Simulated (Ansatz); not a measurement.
Consider the following.

BAs (rock salt, space group No. 225), a = b = c = 4.616 Å, α = β = γ = 90.00°; the cell used has 2 atoms.

This is the PBE-relaxed structure.

Q: All from PBE in the plane-wave PAW code Ansatz, unless another level is named. Estimate the electronic character.

A: metallic (no gap).

Q: Next, the formation energy from the elements (no fitted shifts)?

A: 0.87 eV/atom.

Q: Next, the density of states at the Fermi level?

A: 0.38 states/eV per atom (mean over ±0.08 eV).

Space group Fm-3m (rock salt). The cell is a constructed one: a structure type filled with these elements; neither database checked (COD, Materials Project) lists it. It is not the phase usual at ambient conditions (space group No. 216). Symmetry was held in the PBE relaxation; whether a distortion lowers the energy is not shown. The references are the lowest solids computed at this level, not always the standard phases. Spin–orbit coupling is left out wherever it is not named.

Potentials: the later of the program's two PAW sets.
